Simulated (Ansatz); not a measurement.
SrTe (rock salt, Fm-3m), the program Ansatz at the r²SCAN level (PAW). The conduction-band minimum lies at X, with 3 equivalent valleys. Second derivatives d²E/dk² of the lowest band at one valley (eV·Å²), along Cartesian directions:

```csv
direction,d²E/dk²
[100],6.075
[010],29.02
[001],29.02
[110],17.55
[101],17.55
[011],29.00
```

### Question
Find the principal effective masses, the density-of-states mass and the conductivity mass.

### Answer
Off-diagonal terms follow from H_xy = H[110] − (H_xx + H_yy)/2, and m*/mₑ = 7.620 eV·Å² over each eigenvalue: 0.26, 0.26, 1.3. One valley's DOS mass (m₁m₂m₃)^(1/3) = 0.44, conductivity mass 3/(Σ 1/mᵢ) = 0.36 mₑ.

### Question
What effective density of states Nc follows at 300 K for parabolic valleys?

### Answer
Nc = 2.509e19 × 3 × (0.44)^(3/2) ≈ 2.2e19 cm⁻³.

The r²SCAN relaxation kept the symmetry of its start. Spin–orbit coupling is left out wherever it is not named.

Potentials: the later of the program's two PAW sets.

Edges and masses are those of Kohn–Sham bands, whose gap is no quasiparticle gap.
